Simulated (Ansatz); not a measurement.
ZnF2:
```xyz
6
Lattice="4.7405 0.0000 0.0000 0.0000 4.7405 0.0000 0.0000 0.0000 3.1422" Properties=species:S:1:pos:R:3 pbc="T T T"
Zn     0.0000     0.0000     0.0000
Zn     2.3703     2.3703     1.5711
F      1.4415     1.4415     0.0000
F      0.9288     3.8118     1.5711
F      3.2990     3.2990     0.0000
F      3.8118     0.9288     1.5711
```

Relaxed with HSE06.

**Question.** Give the Bader charges and basin volumes of the independent atoms, the program Ansatz at the HSE06 level (PAW).

**Answer.** 

| atom | Bader charge (e) | Bader volume (Å³) |
|---|---|---|
| Zn1 | +1.55 | 8.6 |
| F3 | -0.77 | 13.3 |

Space group P4_2/mnm (rutile). The HSE06 relaxation kept the symmetry of its start.

Potentials: the later of the program's two PAW sets.
